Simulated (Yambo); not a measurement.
# Optical response of TiAl

```
CELL_PARAMETERS angstrom
      2.81075     0.00000     0.00000
      0.00000     2.81075     0.00000
      0.00000     0.00000     4.06642
ATOMIC_POSITIONS crystal
  Al 0.00000 0.00000 0.00000
  Ti 0.50000 0.50000 0.50000
```

Yambo, RPA with local fields on LDA bands; 18×18×12 mesh, 45 bands, 4 Ry local-field block, 0.25 eV broadening; field along z.

```csv
E (eV),Im ε,"Im ε, independent particles"
0.6,27.1,27.6
1.2,19.6,20.0
1.9,16.9,17.7
2.5,13.7,14.5
3.1,11.3,11.7
3.8,8.06,8.11
4.4,9.53,9.62
5.0,9.35,9.63
5.6,10.3,10.7
6.2,8.15,8.06
6.9,7.27,7.11
7.5,5.56,5.39
8.1,4.09,3.92
8.8,2.49,2.22
9.4,1.61,1.38
10.0,1.27,0.97
10.6,0.85,0.65
11.2,0.75,0.61
11.9,0.61,0.46
12.5,0.41,0.35
13.1,0.35,0.32
13.8,0.29,0.29
14.4,0.22,0.25
15.0,0.26,0.27
15.6,0.20,0.24
16.2,0.19,0.23
16.9,0.15,0.21
17.5,0.13,0.21
18.1,0.12,0.22
18.8,0.12,0.24
19.4,0.12,0.21
20.0,0.11,0.20
```

Only interband transitions are included: the Drude term is missing, so nothing below about 0.6 eV and no real part is shown. Structure narrower than a few tenths of an eV can come from the finite k mesh.

Geometry of the Materials Project entry, not relaxed at this level.
